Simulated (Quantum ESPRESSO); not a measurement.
# AgNb3In4: one run as intended and one with a planted mistake

A calculation, not a measurement. The program is pw.x of Quantum ESPRESSO 7.5 (plane-wave density functional theory). The cell is made up: eight metal atoms on a face-centred cubic lattice, with elements, volume, strain and displacements drawn at random and not relaxed, so it may be unstable or far from any real phase. PseudoDojo standard norm-conserving files set the functional (PBE unless stated); there is no spin polarisation or spin-orbit coupling, the Fermi-Dirac width of 0.25 eV means electrons at about 2900 K, and the masses in the input are unused placeholders. A spin test at this wide smearing found no moment, but such smearing suppresses magnetism that the real alloy may have.

Intended input:

```
&control calculation='scf', pseudo_dir='./dojo.nc.sr.pbe.v0_5.standard.upf', outdir='./o', disk_io='minimal', tprnfor=.true., tstress=.true. /
&system ibrav=0, nat=8, ntyp=3, nbnd=67, ecutwfc=82.02448710, nosym=.true., tot_charge=0,
 occupations='smearing', smearing='fd', degauss=0.0183746611
/
&electrons conv_thr=1.470e-08, electron_maxstep=70, mixing_beta=0.5 /
ATOMIC_SPECIES
Ag 1.0 Ag.upf
In 1.0 In.upf
Nb 1.0 Nb.upf
CELL_PARAMETERS angstrom
-4.4386 0.0283 -0.0273
-2.2046 -4.4627 -2.2189
-2.15 -4.5162 6.709
ATOMIC_POSITIONS angstrom
Ag -0.0101 0.0494 -0.0146
Nb -2.1518 -4.4435 2.2462
Nb -2.1705 -2.2687 -0.0323
In -4.4683 -6.7299 2.3146
In -4.3008 -4.4709 4.5328
In -4.364 -4.4878 0.0
In -4.3963 -2.198 2.1873
Nb -6.4822 -6.7046 4.5158
K_POINTS automatic
6 5 3 1 1 1
```

The log is shortened where brackets say so; the opening notice, blank lines, dates and the lines on written files are dropped, and the path of the files is cut. It prints rydbergs, bohrs and kilobars, and counts compression as positive stress. Its total energy is the free energy E - TS of the whole cell.

Log of the intended run:

```
     Program PWSCF v.7.5
     Parallel version (MPI & OpenMP), running on       4 processor cores
     Number of MPI processes:                 4
     Threads/MPI process:                     1
     [start-up lines left out]
     bravais-lattice index     =            0
     lattice parameter (alat)  =       8.3881  a.u.
     unit-cell volume          =    1200.6348 (a.u.)^3
     number of atoms/cell      =            8
     number of atomic types    =            3
     number of electrons       =       110.00
     number of Kohn-Sham states=           67
     kinetic-energy cutoff     =      82.0245  Ry
     charge density cutoff     =     328.0979  Ry
     scf convergence threshold =      1.5E-08
     mixing beta               =       0.5000
     number of iterations used =            8  plain     mixing
     Exchange-correlation= PBE
                           (   1   4   3   4   0   0   0)
     [axes and pseudopotential details left out]
   Cartesian axes
     site n.     atom                  positions (alat units)
         1        Ag     tau(   1) = (  -0.0022754   0.0111292  -0.0032892  )
         2        Nb     tau(   2) = (  -0.4847735  -1.0010647   0.5060406  )
         3        Nb     tau(   3) = (  -0.4889864  -0.5111096  -0.0072768  )
         4        In     tau(   4) = (  -1.0066518  -1.5161618   0.5214503  )
         5        In     tau(   5) = (  -0.9689162  -1.0072375   1.0211828  )
         6        In     tau(   6) = (  -0.9831543  -1.0110449   0.0000000  )
         7        In     tau(   7) = (  -0.9904311  -0.4951818   0.4927712  )
         8        Nb     tau(   8) = (  -1.4603581  -1.5104621   1.0173530  )
     number of k points=    45  Fermi-Dirac smearing, width (Ry)=  0.0184
                       cart. coord. in units 2pi/alat
        k(    1) = (  -0.0840157  -0.0744734   0.0332129), wk =   0.0444444
        k(    2) = (  -0.0809449   0.0883359  -0.2972837), wk =   0.0444444
     [further k points left out]
     Dense  grid:   120565 G-vectors     FFT dimensions: (  50,  60,  96)
     Estimated max dynamical RAM per process >     377.47 MB
     Estimated total dynamical RAM >       1.39 GB
     Initial potential from superposition of free atoms
     starting charge     109.9770, renormalised to     110.0000
     Starting wfcs are   76 randomized atomic wfcs
     total cpu time spent up to now is        4.4 secs
     per-process dynamical memory:   299.0 Mb
     Self-consistent Calculation
     iteration #  1     ecut=    82.02 Ry     beta= 0.50
     Davidson diagonalization with overlap
     ethr =  1.00E-02,  avg # of iterations =  2.6
     Threshold (ethr) on eigenvalues was too large:
     Diagonalizing with lowered threshold
     Davidson diagonalization with overlap
     ethr =  5.48E-04,  avg # of iterations =  2.7
     total cpu time spent up to now is       19.5 secs
     total energy              =   -1215.02429161 Ry
     estimated scf accuracy    <       0.68317182 Ry
     iteration #  2     ecut=    82.02 Ry     beta= 0.50
     Davidson diagonalization with overlap
     ethr =  6.21E-04,  avg # of iterations =  3.1
     total cpu time spent up to now is       28.2 secs
     total energy              =   -1214.71115803 Ry
     estimated scf accuracy    <       3.38510481 Ry
     [iterations 3 to 13 left out]
     iteration # 14     ecut=    82.02 Ry     beta= 0.50
     Davidson diagonalization with overlap
     ethr =  2.19E-11,  avg # of iterations =  2.5
     total cpu time spent up to now is      122.9 secs
     total energy              =   -1215.23592737 Ry
     estimated scf accuracy    <       0.00000013 Ry
     iteration # 15     ecut=    82.02 Ry     beta= 0.50
     Davidson diagonalization with overlap
     ethr =  2.19E-11,  avg # of iterations =  2.0
     total cpu time spent up to now is      130.1 secs
     End of self-consistent calculation
     [lines on levels left out]
!    total energy              =   -1215.23592737 Ry
     estimated scf accuracy    <          1.3E-09 Ry
     smearing contrib. (-TS)   =      -0.11515390 Ry
     internal energy E=F+TS    =   -1215.12077347 Ry
     The total energy is F=E-TS. E is the sum of the following terms:
     one-electron contribution =    -353.15773285 Ry
     hartree contribution      =     248.29508063 Ry
     xc contribution           =    -284.58674670 Ry
     ewald contribution        =    -825.67137455 Ry
     convergence has been achieved in  15 iterations
     Forces acting on atoms (cartesian axes, Ry/au):
     atom    1 type  1   force =     0.00797151   -0.00565120    0.00239297
     atom    2 type  3   force =    -0.00017862   -0.00072907    0.00010070
     atom    3 type  3   force =     0.00019661   -0.00675621   -0.02075350
     atom    4 type  2   force =     0.02333765    0.01036257    0.00336303
     atom    5 type  2   force =    -0.01048623   -0.02382804    0.00599867
     atom    6 type  2   force =    -0.00321827    0.02204803   -0.01289698
     atom    7 type  2   force =    -0.00203233   -0.00541524   -0.00792097
     atom    8 type  3   force =    -0.01559032    0.00996916    0.02971608
     Total force =     0.062767     Total SCF correction =     0.000218
     Computing stress (Cartesian axis) and pressure
          total   stress  (Ry/bohr**3)                   (kbar)     P=      -69.95
  -0.00062240   0.00002610  -0.00003856          -91.56        3.84       -5.67
   0.00002610  -0.00038657   0.00019567            3.84      -56.87       28.78
  -0.00003856   0.00019567  -0.00041746           -5.67       28.78      -61.41
     init_run     :      4.21s CPU      4.35s WALL (       1 calls)
     electrons    :    125.22s CPU    125.70s WALL (       1 calls)
     forces       :      1.34s CPU      1.35s WALL (       1 calls)
     stress       :      4.46s CPU      4.54s WALL (       1 calls)
     [timing details left out]
     PWSCF        :   2m15.31s CPU   2m16.05s WALL
     JOB DONE.
```

A second run has one planted mistake: two atoms have their elements exchanged. The input lines that differ:

```
- Ag -0.0101 0.0494 -0.0146
+ In -0.0101 0.0494 -0.0146
- In -4.3963 -2.198 2.1873
+ Ag -4.3963 -2.198 2.1873
```

Its log:

```
     Program PWSCF v.7.5
     Parallel version (MPI & OpenMP), running on       4 processor cores
     Number of MPI processes:                 4
     Threads/MPI process:                     1
     [start-up lines left out]
     bravais-lattice index     =            0
     lattice parameter (alat)  =       8.3881  a.u.
     unit-cell volume          =    1200.6348 (a.u.)^3
     number of atoms/cell      =            8
     number of atomic types    =            3
     number of electrons       =       110.00
     number of Kohn-Sham states=           67
     kinetic-energy cutoff     =      82.0245  Ry
     charge density cutoff     =     328.0979  Ry
     scf convergence threshold =      1.5E-08
     mixing beta               =       0.5000
     number of iterations used =            8  plain     mixing
     Exchange-correlation= PBE
                           (   1   4   3   4   0   0   0)
     [axes and pseudopotential details left out]
   Cartesian axes
     site n.     atom                  positions (alat units)
         1        In     tau(   1) = (  -0.0022754   0.0111292  -0.0032892  )
         2        Nb     tau(   2) = (  -0.4847735  -1.0010647   0.5060406  )
         3        Nb     tau(   3) = (  -0.4889864  -0.5111096  -0.0072768  )
         4        In     tau(   4) = (  -1.0066518  -1.5161618   0.5214503  )
         5        In     tau(   5) = (  -0.9689162  -1.0072375   1.0211828  )
         6        In     tau(   6) = (  -0.9831543  -1.0110449   0.0000000  )
         7        Ag     tau(   7) = (  -0.9904311  -0.4951818   0.4927712  )
         8        Nb     tau(   8) = (  -1.4603581  -1.5104621   1.0173530  )
     number of k points=    45  Fermi-Dirac smearing, width (Ry)=  0.0184
                       cart. coord. in units 2pi/alat
        k(    1) = (  -0.0840157  -0.0744734   0.0332129), wk =   0.0444444
        k(    2) = (  -0.0809449   0.0883359  -0.2972837), wk =   0.0444444
     [further k points left out]
     Dense  grid:   120565 G-vectors     FFT dimensions: (  50,  60,  96)
     Estimated max dynamical RAM per process >     377.47 MB
     Estimated total dynamical RAM >       1.39 GB
     Initial potential from superposition of free atoms
     starting charge     109.9770, renormalised to     110.0000
     Starting wfcs are   76 randomized atomic wfcs
     total cpu time spent up to now is        4.5 secs
     per-process dynamical memory:   299.0 Mb
     Self-consistent Calculation
     iteration #  1     ecut=    82.02 Ry     beta= 0.50
     Davidson diagonalization with overlap
     ethr =  1.00E-02,  avg # of iterations =  2.7
     Threshold (ethr) on eigenvalues was too large:
     Diagonalizing with lowered threshold
     Davidson diagonalization with overlap
     ethr =  6.35E-04,  avg # of iterations =  2.9
     total cpu time spent up to now is       19.5 secs
     total energy              =   -1214.95877778 Ry
     estimated scf accuracy    <       0.76993195 Ry
     iteration #  2     ecut=    82.02 Ry     beta= 0.50
     Davidson diagonalization with overlap
     ethr =  7.00E-04,  avg # of iterations =  3.5
     total cpu time spent up to now is       28.6 secs
     total energy              =   -1214.36682575 Ry
     estimated scf accuracy    <       8.95499131 Ry
     [iterations 3 to 14 left out]
     iteration # 15     ecut=    82.02 Ry     beta= 0.50
     Davidson diagonalization with overlap
     ethr =  6.85E-11,  avg # of iterations =  2.0
     total cpu time spent up to now is      133.5 secs
     total energy              =   -1215.23406117 Ry
     estimated scf accuracy    <       0.00000011 Ry
     iteration # 16     ecut=    82.02 Ry     beta= 0.50
     Davidson diagonalization with overlap
     ethr =  6.85E-11,  avg # of iterations =  1.0
     total cpu time spent up to now is      139.9 secs
     End of self-consistent calculation
     [lines on levels left out]
!    total energy              =   -1215.23406118 Ry
     estimated scf accuracy    <          4.7E-09 Ry
     smearing contrib. (-TS)   =      -0.11527699 Ry
     internal energy E=F+TS    =   -1215.11878418 Ry
     The total energy is F=E-TS. E is the sum of the following terms:
     one-electron contribution =    -347.59515577 Ry
     hartree contribution      =     245.55106634 Ry
     xc contribution           =    -284.60759973 Ry
     ewald contribution        =    -828.46709502 Ry
     convergence has been achieved in  16 iterations
     Forces acting on atoms (cartesian axes, Ry/au):
     atom    1 type  2   force =     0.01461747   -0.01777924    0.01490027
     atom    2 type  3   force =    -0.00017490    0.00204157    0.00195810
     atom    3 type  3   force =    -0.00128315   -0.00546279   -0.00857503
     atom    4 type  2   force =     0.02053434    0.02122939   -0.02470282
     atom    5 type  2   force =    -0.01187783   -0.01419279   -0.02165630
     atom    6 type  2   force =    -0.00576498    0.00958885    0.01549644
     atom    7 type  1   force =    -0.00052107   -0.00634313   -0.00183594
     atom    8 type  3   force =    -0.01552989    0.01091815    0.02441528
     Total force =     0.067265     Total SCF correction =     0.000255
     Computing stress (Cartesian axis) and pressure
          total   stress  (Ry/bohr**3)                   (kbar)     P=      -69.91
  -0.00060432   0.00002455  -0.00003950          -88.90        3.61       -5.81
   0.00002455  -0.00044704   0.00013637            3.61      -65.76       20.06
  -0.00003950   0.00013637  -0.00037443           -5.81       20.06      -55.08
     init_run     :      4.25s CPU      4.41s WALL (       1 calls)
     electrons    :    134.90s CPU    135.41s WALL (       1 calls)
     forces       :      1.31s CPU      1.32s WALL (       1 calls)
     stress       :      4.43s CPU      4.53s WALL (       1 calls)
     [timing details left out]
     PWSCF        :   2m24.97s CPU   2m25.76s WALL
     JOB DONE.
```

```
                                            intended run  run with the mistake
                          free energy (eV)    -16534.127            -16534.102
         entropy term -TS, part of it (eV)        -1.567                -1.568
                            pressure (GPa)         -6.99                 -6.99
size of the largest force component (eV/Å)         0.764                 0.635
largest change of a force component (eV/Å)                               0.730
                                iterations            15                    16
```

For scale, a rerun of the intended cell at a higher cutoff and on a denser mesh moved values by no more than 0.003 eV in energy, 0.05 GPa in stress and 0.005 eV/Å in force, and a second program with other atomic files agreed on that cell to 2 % rms in force and 0.5 GPa in pressure.